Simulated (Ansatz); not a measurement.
**Profile along the Al–Al line in Al (fcc, Cu type)**

Al (fcc, Cu type), conventional cell a = b = c = 4.041 Å, α = β = γ = 90.00°. The calculation uses the primitive cell of 1 atom, to which meshes and values per cell refer.

Fields along a shortest Al–Al line of a {111} plane (2.86 Å), from Al to Al, interpolated on the slice's grid (step about 0.2 Å). These are PBE (plane waves to 420 eV, PAW, scalar-relativistic; Ansatz, an electronic-structure program) values and carry that method's errors. k mesh 20×20×20. Inside the PAW spheres the values are not all-electron values, and peaks at nuclei hang on which shells count as valence. Al was relaxed with its symmetry unable to fall.

```
distance from Al (Å)  valence electron density (e/Å³)  electron localisation function
--------------------  -------------------------------  ------------------------------
0.00                                             0.06                               x
0.29                                             0.07                               x
0.57                                             0.12                            0.10
0.86                                             0.20                            0.52
1.14                                             0.21                            0.63
1.43                                             0.20                            0.61
1.72                                             0.21                            0.63
2.00                                             0.20                            0.52
2.29                                             0.12                            0.10
2.57                                             0.07                               x
2.86                                             0.06                               x
```

x: too close to a nucleus for the ELF to mean much.

Density on the Al–Al line (2.86 Å) at its midpoint: 0.20 e/Å³. ELF at that point: 0.61. ELF maximum in the middle third of the Al–Al line: 0.63, 1.1 Å from Al.
